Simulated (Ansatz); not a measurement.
**Ti: clamped-ion strain scan**

All numbers below come from DFT r2SCAN, scalar-relativistic, plane waves, PAW in Ansatz 0.2.0. Cutoff 500 eV, Γ-centred 20×20×20 k-points, Gaussian smearing of 0.15 eV. No spin polarisation. Energies are free energies at this smearing, counted from the undisturbed cell; pressure is positive in compression.

Zero of the scan (as given, not relaxed at this level; it stands at 4.4 GPa; this fcc form isn't the usual structure):

```
CELL_PARAMETERS angstrom
0.00000 2.03000 2.03000
2.03000 0.00000 2.03000
2.03000 2.03000 0.00000
ATOMIC_POSITIONS crystal
Ti 0.00000 0.00000 0.00000
```

The cell is strained by ε times the Voigt pattern (0, 0, 0, 1, 0, 0) (xx, yy, zz, yz, xz, xy; engineering shear) with fractional coordinates fixed. The cell is metallic on the mesh throughout.

| ε | ΔE (meV/atom) | stress summed along the pattern (GPa, tension positive) | pressure (GPa) |
| --- | --- | --- | --- |
| -0.1500 | 80.6 | -9.26 | 4.9 |
| -0.0750 | 20.9 | -5.13 | 4.6 |
| 0.0000 | 0.0 | 0.00 | 4.4 |
| 0.0187 | 1.3 | 1.29 | 4.4 |
| 0.0375 | 5.2 | 2.59 | 4.5 |
| 0.0562 | 11.7 | 3.87 | 4.5 |
| 0.0937 | 32.4 | 6.32 | 4.7 |
| 0.1125 | 46.4 | 7.44 | 4.7 |
| 0.1312 | 62.5 | 8.43 | 4.8 |

By symmetry 0.1500 repeats -0.1500, -0.1125 repeats 0.1125, 0.0750 repeats -0.0750, -0.0375 repeats 0.0375 in energy, with the opposite slope along the path.